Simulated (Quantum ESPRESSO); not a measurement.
Space group R-3, hexagonal axes (No. 148); a = b = 5.169 Å, c = 13.578 Å, α = β = 90.00°, γ = 120.00°

```csv
atom,site,symmetry,x,y,z
Li,3b,-3.,0.0000,0.0000,0.5000
F,18f,1,0.3977,0.0066,0.2520
Ta,3a,-3.,0.0000,0.0000,0.0000
```
(The calculation used a cell of 8 atoms; values per cell refer to that cell.)

The geometry is that of Materials Project entry mp-1080679, symmetrised and not relaxed again.

Q: What does PBEsol (Quantum ESPRESSO, PseudoDojo norm-conserving, 84 Ry, scalar-relativistic) give for the electronic structure near the Fermi level?

A: The PBEsol gap is indirect, 6.46 eV, from 20 % of the way from Γ to X to L; the smallest direct gap is 6.51 eV. Without spin-orbit coupling, band edges of such heavy elements can be off by tenths of an eV.

The structure is a Materials Project entry; no match was found in the copy of COD used, and its stability was not checked.
